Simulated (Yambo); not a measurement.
Absorption of K₂PtC₂ (space group P-3m1, No. 164) with and without the electron-hole interaction (Yambo, PBEsol bands; 6×6×4 mesh, 8 valence and 6 conduction bands, static screening with 66 bands and a 3 Ry block, scissor 0.88 eV, Tamm-Dancoff; field along x). Axes are Cartesian, with cell vectors (Å) (5.14, 0.00, 0.00), (-2.57, 4.45, 0.00), (0.00, 0.00, 5.19).

| E (eV) | Im ε, BSE | Im ε, independent quasiparticles |
|---|---|---|
| 0.40 | 0.04 | 0.03 |
| 0.50 | 0.05 | 0.04 |
| 0.60 | 0.05 | 0.04 |
| 0.70 | 0.05 | 0.04 |
| 0.80 | 0.06 | 0.04 |
| 0.90 | 0.06 | 0.05 |
| 1.00 | 0.07 | 0.05 |
| 1.10 | 0.08 | 0.06 |
| 1.20 | 0.10 | 0.06 |
| 1.30 | 0.12 | 0.07 |
| 1.40 | 0.14 | 0.08 |
| 1.50 | 0.16 | 0.09 |
| 1.60 | 0.19 | 0.12 |
| 1.70 | 0.22 | 0.16 |
| 1.80 | 0.24 | 0.21 |
| 1.90 | 0.28 | 0.22 |
| 2.00 | 0.30 | 0.25 |
| 2.10 | 0.31 | 0.25 |
| 2.20 | 0.35 | 0.21 |
| 2.30 | 0.38 | 0.21 |
| 2.40 | 0.42 | 0.21 |
| 2.50 | 0.52 | 0.21 |
| 2.60 | 0.73 | 0.23 |
| 2.70 | 1.12 | 0.27 |
| 2.80 | 1.51 | 0.35 |
| 2.90 | 1.48 | 0.46 |
| 3.00 | 1.64 | 0.61 |
| 3.10 | 2.00 | 0.83 |
| 3.20 | 2.37 | 1.08 |
| 3.30 | 2.23 | 1.35 |
| 3.40 | 1.86 | 1.66 |
| 3.50 | 1.91 | 1.78 |
| 3.60 | 2.48 | 1.85 |
| 3.70 | 3.47 | 2.10 |
| 3.80 | 4.64 | 2.03 |
| 3.90 | 5.70 | 2.08 |
| 4.00 | 5.93 | 2.36 |
| 4.10 | 5.52 | 2.93 |
| 4.20 | 4.90 | 3.87 |
| 4.30 | 3.95 | 4.81 |
| 4.40 | 3.44 | 5.42 |
| 4.50 | 2.80 | 5.62 |
| 4.60 | 2.34 | 5.56 |
| 4.70 | 2.16 | 5.23 |
| 4.80 | 2.12 | 4.63 |
| 4.90 | 2.22 | 4.02 |
| 5.00 | 2.13 | 3.57 |
| 5.10 | 2.00 | 3.22 |
| 5.20 | 1.90 | 2.89 |
| 5.30 | 1.86 | 2.61 |
| 5.40 | 1.84 | 2.42 |
| 5.50 | 1.64 | 2.39 |
| 5.60 | 1.58 | 2.34 |
| 5.70 | 1.53 | 2.14 |
| 5.80 | 1.66 | 1.89 |
| 5.90 | 1.63 | 1.82 |
| 6.00 | 1.55 | 1.86 |
| 6.10 | 1.53 | 1.91 |
| 6.20 | 1.54 | 1.79 |
| 6.30 | 1.60 | 1.63 |
| 6.40 | 1.53 | 1.56 |

The scissor comes from a G0W0 run whose convergence isn't established. Broadening 0.15 eV. The band window holds all transitions up to 6.5 eV. Fine structure above the onset can come from the mesh.

Spin-orbit coupling is left out, which matters for elements this heavy: edges can move by tenths of an eV.

Geometry of the Materials Project entry, not relaxed at this level; primitive cell a = 5.1383 Å, b = 5.1383 Å, c = 5.1945 Å, α = 90.00°, β = 90.00°, γ = 120.00°.

The structure is a Materials Project entry; no match was found in the copy of COD used, and its stability was not checked.
